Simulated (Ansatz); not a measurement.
A distorted cell of TiAl$_{3}$ (D022 type, space group I4/mmm):

```xyz
4
Lattice="-1.9121 1.9121 4.2803 1.9121 -1.9121 4.2803 1.9121 1.9121 -4.2803" Properties=species:S:1:pos:R:3 pbc="T T T"
Al     0.2899     0.2899     4.0753
Al     0.0000     1.9121     2.1401
Al     1.9121     0.0000     2.1401
Ti     0.0000     0.0000     0.0000
```

Level of theory: r2SCAN (plane waves to 500 eV, PAW, scalar-relativistic; Ansatz, a first-principles code). k mesh 14×14×14 (Γ-centred), Fermi-Dirac smearing 0.05 eV. The energy includes the smearing's −TS. Compression counts positive. With partly filled bands, energies and forces of such displacements shift with the k mesh and the smearing. TiAl3 is run without spin polarisation. TiAl3 was relaxed with its symmetry unable to fall.

What forces act on the atoms (eV/Å, Cartesian)?


```csv
atom,Fx,Fy,Fz
Al1,-3.154,-3.154,1.065
Al2,0.105,0.641,-0.639
Al3,0.641,0.105,-0.639
Ti4,2.408,2.408,0.213
```

Give the stress tensor in GPa and the pressure.


```
    6.2      4.9     -1.0
    4.9      6.2     -1.0
   -1.0     -1.0      3.4
```
The pressure, a third of the trace, is 5.2 GPa.

In it atom 1 sits (0.290, 0.290, -0.205) Å away from its relaxed site. What is its energy relative to the relaxed cell?

940 meV/cell.

(For displaced atoms, the force is minus the slope of the energy, and its curvature is a force constant, which sets phonon frequencies.)
